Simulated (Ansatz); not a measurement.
Re3B:
```cif
data_B4Re12
_chemical_formula_sum 'Re12 B4'
_space_group_name_H-M_alt 'Cmcm'
_space_group_IT_number 63
_space_group_name_Hall '-C 2c 2'
_cell_length_a 2.88317
_cell_length_b 9.32523
_cell_length_c 7.26681
_cell_angle_alpha 90.000
_cell_angle_beta 90.000
_cell_angle_gamma 90.000
loop_
_space_group_symop_operation_xyz
  'x, y, z'
  '-x, -y, -z'
  '-x, -y, z+1/2'
  'x, y, -z+1/2'
  'x, -y, -z'
  '-x, y, z'
  '-x, y, -z+1/2'
  'x, -y, z+1/2'
  'x+1/2, y+1/2, z'
  '-x+1/2, -y+1/2, -z'
  '-x+1/2, -y+1/2, z+1/2'
  'x+1/2, y+1/2, -z+1/2'
  'x+1/2, -y+1/2, -z'
  '-x+1/2, y+1/2, z'
  '-x+1/2, y+1/2, -z+1/2'
  'x+1/2, -y+1/2, z+1/2'
loop_
_atom_site_label
_atom_site_type_symbol
_atom_site_symmetry_multiplicity
_atom_site_Wyckoff_symbol
_atom_site_fract_x
_atom_site_fract_y
_atom_site_fract_z
_atom_site_occupancy
Re1 Re 8 f 0.00000 0.13325 0.56480 1
Re2 Re 4 c 0.00000 0.57535 0.25000 1
B1 B 4 c 0.00000 0.25419 0.25000 1
```
(The calculation used a cell of 8 atoms; values per cell refer to that cell.)

Relaxed with PBEsol.

Q: Which orbitals make up the states near the Fermi level in plane-wave PAW PBEsol (Ansatz code)?

A: Within 0.5 eV of the Fermi level: Re 5d 91 %. Projections are on Löwdin-orthogonalised atomic valence shells; empty p or d shells of many metals are not among them.

Q: Tabulate the density of states.

A: States/eV per cell of 8 atoms, in 0.25 eV bins, energy from the Fermi level.

```
E (eV)  total  Re 5d  B 2p  Re 6s
------  -----  -----  ----  -----
-7.85    3.04   1.31  0.81   0.74
-7.60    3.73   1.74  0.93   0.82
-7.35    3.99   1.92  0.97   0.85
-7.10    3.34   1.68  0.79   0.66
-6.85    3.62   1.99  0.81   0.64
-6.60    4.33   2.73  0.87   0.57
-6.35    4.34   2.83  0.88   0.47
-6.10    3.72   2.57  0.72   0.30
-5.85    4.51   3.31  0.77   0.30
-5.60    4.00   3.04  0.61   0.23
-5.35    6.49   5.03  0.87   0.37
-5.10    7.44   6.10  0.74   0.37
-4.85    5.95   4.85  0.56   0.34
-4.60    5.98   4.90  0.61   0.27
-4.35    7.93   6.38  0.94   0.35
-4.10    7.76   6.11  1.02   0.37
-3.85    7.90   6.31  0.88   0.42
-3.60    7.67   6.14  0.75   0.43
-3.35    7.48   6.07  0.58   0.43
-3.10    7.43   5.98  0.60   0.38
-2.85    5.20   4.01  0.51   0.27
-2.60    6.27   5.40  0.42   0.22
-2.35    7.14   6.17  0.45   0.25
-2.10    6.68   5.74  0.39   0.24
-1.85    6.58   5.60  0.40   0.27
-1.60    6.98   5.95  0.46   0.23
-1.35    5.43   4.64  0.36   0.17
-1.10    4.70   4.12  0.25   0.11
-0.85    3.33   3.01  0.17   0.07
-0.60    3.20   2.90  0.17   0.05
-0.35    4.28   3.85  0.22   0.07
-0.10    4.27   3.90  0.19   0.06
0.15     4.35   3.97  0.20   0.06
0.40     4.80   4.41  0.19   0.07
0.65     5.55   5.11  0.21   0.10
0.90     3.95   3.58  0.19   0.07
1.15     3.90   3.49  0.21   0.08
1.40     5.32   4.68  0.32   0.12
1.65     5.41   4.72  0.34   0.15
1.90     5.82   5.14  0.33   0.14
2.15     6.88   6.06  0.39   0.17
2.40     6.74   5.95  0.36   0.17
2.65     6.98   6.16  0.38   0.19
2.90     6.39   5.55  0.37   0.21
3.15     6.34   5.41  0.44   0.23
3.40     5.09   4.00  0.52   0.27
3.65     3.68   2.75  0.46   0.22
3.90     3.00   1.99  0.47   0.23
4.15     3.35   2.00  0.57   0.30
4.40     2.44   1.31  0.52   0.24
4.65     2.24   1.12  0.53   0.22
```

The workflow started from a Materials Project entry (that database holds measured and hypothetical structures alike); the Crystallography Open Database files this formula in space group No. 63, but the cells were not matched. Whether it is the stable phase at ambient conditions was not checked. The cell was relaxed with PBEsol under the symmetry of its start; whether a distortion lowers the energy is not shown. No spin polarisation was allowed. Spin–orbit coupling is left out wherever it is not named.

Potentials: the later of the program's two PAW sets.
